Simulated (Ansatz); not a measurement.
Input file for Ansatz (an electronic-structure program):

Ansatz 0.2 input:
```yaml
crystal:
  lattice:
    - [6.8463453743, 0.0, 0.0]
    - [-3.4231726872, 5.9291090172, 0.0]
    - [0.0, 0.0, 7.0342607669]
  atoms:
    - { symbol: Ti, position: [0.0, 0.0, 0.0] }
    - { symbol: S, position: [0.333352343, 0.1666761715, 0.2055279541] }
    - { symbol: S, position: [0.6666666667, 0.3333333333, 0.8013145881] }
    - { symbol: Ti, position: [0.5, 0.5, 0.0] }
    - { symbol: S, position: [0.8333238285, 0.666647657, 0.2055279541] }
    - { symbol: S, position: [0.1666761715, 0.8333238285, 0.7944720459] }
    - { symbol: Ti, position: [0.5, 0.0, 0.0] }
    - { symbol: S, position: [0.8333238285, 0.1666761715, 0.2055279541] }
    - { symbol: S, position: [0.1666761715, 0.333352343, 0.7944720459] }
    - { symbol: Ti, position: [0.0, 0.5, 0.0] }
    - { symbol: S, position: [0.3333333333, 0.6666666667, 0.1986854119] }
    - { symbol: S, position: [0.666647657, 0.8333238285, 0.7944720459] }
    - { symbol: Sn, position: [0.0, 0.0, 0.5] }
kpoints:
  mp_grid: { grid: [5, 5, 5] }
  band_path:
    path:
      - [[0.0, 0.0, 0.0], [0.5, 0.0, 0.0], [0.3333333333, 0.3333333333, 0.0], [0.0, 0.0, 0.0], [0.0, 0.0, 0.5], [0.5, 0.0, 0.5], [0.3333333333, 0.3333333333, 0.5], [0.0, 0.0, 0.5]]  # Γ-M-K-Γ-A-L-H-A
      - [[0.5, 0.0, 0.5], [0.5, 0.0, 0.0]]  # L-M
      - [[0.3333333333, 0.3333333333, 0.5], [0.3333333333, 0.3333333333, 0.0]]  # H-K
    npoints: 8
hamiltonian:
  xc: r2scan
  pseudopotentials: { azcp: { folder: ./paw }, kind: paw_fr }
magnetization: { noncollinear: true, spin_orbit: true }
scf:
  n_extra_bands: 26
  convergence: { dr2_threshold: 0.0000000001 }
  occupations: { method: gaussian, width: 0.05 }
output: { eigenvalues: true }
```

Output (shortened):

```
Pseudopotential: Ti, paw, valence charge 12
Pseudopotential: S, paw, valence charge 6
Pseudopotential: Sn, paw, valence charge 14
Functional definition: r2SCAN
non-collinear run that drives no moment, with spin-orbit …
Crystal: 13 atoms, lattice volume = 285.540 Å³
Basis set: ecut = 500 eV, 7237 PW (Γ), exchange–correlation on 200×200×216 points (64 copies of the dense FFT grid, shifted against one another)
Bands: 136, of which v1, the nominal top of the filled ones, is band 110 counted from 1 (109 counted from 0)
Symmetry: 12 space group operations + 12 with time reversal
k-points: 19 of 125
Projection manifold: j_resolved (fully-relativistic pseudo-atomic orbitals)
SCF iter   1: F=—  HF=-23309.459146 eV  |F-HF|=—  |Δ(HF+E_count)|=         —  Δρ=5.46e-2  dr2=3.54e1  dr2_τ=8.42e-2  dr2_m=0.00e0 (ungated)  ethr=3.10e-3  |M|=0.00e0 ∫|m|=0.00e0 μB  |m|>n=0.0e0 m-floor=0.0e0 τ_xc=0.0e0  β_m=0.30  ⟨swp⟩=7.3  Hψ=6534  notcnv=0
preconditioner: auto → Kerker (q_TF=auto, 2.327 Å⁻¹)
spin=Noncollinear: Kerker preconditioning applied to the charge; magnetization (m_x, m_y, m_z) channels mix plain (no charge-response kernel on spin).
SCF iter   2: F=—  HF=-23307.095663 eV  |F-HF|=—  |Δ(HF+E_count)|=    2.36e0  Δρ=3.31e-2  dr2=1.18e1  dr2_τ=4.89e-2  dr2_m=0.00e0 (ungated)  ethr=3.10e-3  |M|=0.00e0 ∫|m|=0.00e0 μB  |m|>n=0.0e0 m-floor=0.0e0 τ_xc=0.0e0  β_m=0.37  ⟨swp⟩=3.0  Hψ=2093  notcnv=0  defer=314
SCF iter   3: F=—  HF=-23306.219138 eV  |F-HF|=—  |Δ(HF+E_count)|=   8.77e-1  Δρ=2.46e-2  dr2=7.68e0  dr2_τ=2.27e-2  dr2_m=0.00e0 (ungated)  ethr=3.10e-3  |M|=0.00e0 ∫|m|=0.00e0 μB  |m|>n=0.0e0 m-floor=0.0e0 τ_xc=0.0e0  β_m=0.43  ⟨swp⟩=3.2  Hψ=2364  notcnv=0  defer=314
SCF iter   4: F=—  HF=-23305.402893 eV  |F-HF|=—  |Δ(HF+E_count)|=   8.16e-1  Δρ=2.09e-2  dr2=3.90e0  dr2_τ=4.11e-2  dr2_m=0.00e0 (ungated)  ethr=3.10e-3  |M|=0.00e0 ∫|m|=0.00e0 μB  |m|>n=0.0e0 m-floor=0.0e0 τ_xc=0.0e0  β_m=0.37  ⟨swp⟩=2.8  Hψ=2775  notcnv=0  defer=326
SCF iter   5: F=—  HF=-23305.032510 eV  |F-HF|=—  |Δ(HF+E_count)|=   3.70e-1  Δρ=9.04e-3  dr2=5.63e-1  dr2_τ=1.50e-3  dr2_m=0.00e0 (ungated)  ethr=3.10e-3  |M|=0.00e0 ∫|m|=0.00e0 μB  |m|>n=0.0e0 m-floor=0.0e0 τ_xc=0.0e0  β_m=0.68  ⟨swp⟩=2.5  Hψ=1873  notcnv=0  defer=326
SCF iter   6: F=—  HF=-23305.064643 eV  |F-HF|=—  |Δ(HF+E_count)|=   3.21e-2  Δρ=1.03e-2  dr2=6.84e-1  dr2_τ=4.71e-3  dr2_m=0.00e0 (ungated)  ethr=5.12e-4  |M|=0.00e0 ∫|m|=0.00e0 μB  |m|>n=0.0e0 m-floor=0.0e0 τ_xc=0.0e0  β_m=0.83  ⟨swp⟩=3.3  Hψ=2150  notcnv=0  defer=336
SCF iter   7: F=—  HF=-23305.023073 eV  |F-HF|=—  |Δ(HF+E_count)|=   4.16e-2  Δρ=1.88e-3  dr2=2.94e-2  dr2_τ=7.78e-5  dr2_m=0.00e0 (ungated)  ethr=5.12e-4  |M|=0.00e0 ∫|m|=0.00e0 μB  |m|>n=0.0e0 m-floor=0.0e0 τ_xc=0.0e0  β_m=0.92  ⟨swp⟩=2.9  Hψ=1492  notcnv=0  defer=360
SCF iter   8: F=—  HF=-23305.026788 eV  |F-HF|=—  |Δ(HF+E_count)|=   3.71e-3  Δρ=7.24e-4  dr2=4.52e-3  dr2_τ=2.81e-5  dr2_m=0.00e0 (ungated)  ethr=2.67e-5  |M|=0.00e0 ∫|m|=0.00e0 μB  |m|>n=0.0e0 m-floor=0.0e0 τ_xc=0.0e0  β_m=0.96  ⟨swp⟩=2.0  Hψ=1648  notcnv=0  defer=360
SCF iter  18: F=-23305.027957 eV  HF=-23305.027957 eV  |F-HF|=2.91e-11  |Δ(HF+E_count)|=  8.00e-11  Δρ=1.05e-7  dr2=6.82e-11  dr2_τ=1.61e-13  dr2_m=0.00e0 (ungated)  ethr=1.00e-12  |M|=0.00e0 ∫|m|=0.00e0 μB  |m|>n=0.0e0 m-floor=0.0e0 τ_xc=0.0e0  ⟨swp⟩=10.9  Hψ=5539  notcnv=0
SCF 1 converged in 18 iterations: F = -23305.027957 eV  dr2 = 6.82e-11
NSCF: frozen V_eff on 75 k-points
SCF converged after 18 iterations
Magnetization: |M| = 0.0000 μB,  M = (+0.0000, +0.0000, +0.0000) μB
Absolute magnetization: 0.0000 μB (∫|m|)
  site 0: m = (+0.0000, +0.0000, +0.0000) μB, |m| = 0.0000 μB  (R = 1.01 Å)
  site 1: m = (+0.0000, +0.0000, +0.0000) μB, |m| = 0.0000 μB  (R = 1.01 Å)
  site 2: m = (+0.0000, +0.0000, +0.0000) μB, |m| = 0.0000 μB  (R = 1.00 Å)
  site 3: m = (+0.0000, +0.0000, +0.0000) μB, |m| = 0.0000 μB  (R = 1.00 Å)
  site 4: m = (+0.0000, +0.0000, +0.0000) μB, |m| = 0.0000 μB  (R = 1.01 Å)
  site 5: m = (+0.0000, +0.0000, +0.0000) μB, |m| = 0.0000 μB  (R = 1.01 Å)
  site 6: m = (+0.0000, +0.0000, +0.0000) μB, |m| = 0.0000 μB  (R = 1.00 Å)
  site 7: m = (+0.0000, +0.0000, +0.0000) μB, |m| = 0.0000 μB  (R = 1.01 Å)
  site 8: m = (+0.0000, +0.0000, +0.0000) μB, |m| = 0.0000 μB  (R = 1.01 Å)
  site 9: m = (+0.0000, +0.0000, +0.0000) μB, |m| = 0.0000 μB  (R = 1.00 Å)
  site 10: m = (+0.0000, +0.0000, +0.0000) μB, |m| = 0.0000 μB  (R = 1.00 Å)
  site 11: m = (+0.0000, +0.0000, +0.0000) μB, |m| = 0.0000 μB  (R = 1.01 Å)
  site 12: m = (+0.0000, +0.0000, +0.0000) μB, |m| = 0.0000 μB  (R = 1.18 Å)
Free energy (F): -23305.027957 eV
Harris-Foulkes:  -23305.027957 eV  (|F-HF|=2.91e-11)
Internal energy: -23305.018422 eV  (E = F + TS)
E sigma→0 (E₀):  -23305.023190 eV
Entropy (-TS):   -0.009536 eV (-0.734 meV/atom)
Fermi energy:    7.257922 eV
--- Per-component energies (eV) ---
  E_band       = -1175.189045
  E_kinetic    = 2128.526663
  E_local      = -9350.002937  (includes V_loc(G=0)·N_el)
  E_nonlocal   = 652.257066
  E_hartree    = 3938.998874
  E_xc         = -1239.883531
  E_vxc        = -1445.725951  (∫ρ·V_xc dr)
  E_paw        = -13511.413691  (= ΣΔE_a)
  E_vpaw       = -1119.350758  (= ΣTr[D̂ρ^β])
  E_aug_tail   = -0.000003  (compensation charges beyond the density's cutoff)
  E_vtau       = 81.108880  (kinetic-family band-sum trace: ∫τ·v_τ [+ j·A + Jᵃ·Aᵃ] dr)
  E_ewald      = -5922.358426
  E_core_change = -1.142437  (= ΣΔE_core)
  E_smearing   = -0.009536  (= −TS)
  E_closure    =  0.000000  (closes the sum)
  Σ components = -23305.027957   (vs F -23305.027957, Δ=0.00e0)
  [band-id]    e_kinetic+e_local+e_nonlocal+2·e_hartree+e_vxc+e_vpaw+e_augmentation_tail+e_vtau = -1175.189292   (vs E_band -1175.189045, Δ=-2.47e-4)
--- Band table (eV; the first three rows and the last of 19) ---
  k-point 0: bands = ["-53.1153", "-53.1153", "-53.1061", "-53.1061", "-53.1061", "-53.1061", "-53.0584", "-53.0584", "-28.7511", "-28.7511", "-28.7510", "-28.7510", "-28.7283", "-28.7283", "-28.6820", "-28.6820", "-28.1440", "-28.1440", "-28.1306", …
  k-point 1: bands = ["-53.1153", "-53.1153", "-53.1061", "-53.1061", "-53.1061", "-53.1061", "-53.0584", "-53.0584", "-28.7511", "-28.7511", "-28.7510", "-28.7510", "-28.7283", "-28.7283", "-28.6820", "-28.6820", "-28.1440", "-28.1440", "-28.1306", …
  k-point 2: bands = ["-53.1153", "-53.1153", "-53.1061", "-53.1061", "-53.1061", "-53.1061", "-53.0584", "-53.0584", "-28.7511", "-28.7511", "-28.7510", "-28.7510", "-28.7283", "-28.7283", "-28.6820", "-28.6820", "-28.1440", "-28.1440", "-28.1306", …
  k-point 18: bands = ["-53.1114", "-53.1114", "-53.1096", "-53.1096", "-53.1062", "-53.1062", "-53.0587", "-53.0587", "-28.7502", "-28.7502", "-28.7360", "-28.7360", "-28.7277", "-28.7277", "-28.6912", "-28.6912", "-28.1381", "-28.1381", "-28.1165", …
```

Cost: roughly 21 core-minutes on shared cores.

Space group P-3m1. The start of the workflow was typed in or built on a structure type; neither database checked (COD, Materials Project) lists it. Whether it is the stable phase at ambient conditions was not checked. The r²SCAN relaxation kept the symmetry of its start; whether a distortion lowers the energy is not shown. The run is not spin-polarised.

Potentials: the earlier of the program's two PAW sets.

Ansatz is a plane-wave DFT program.
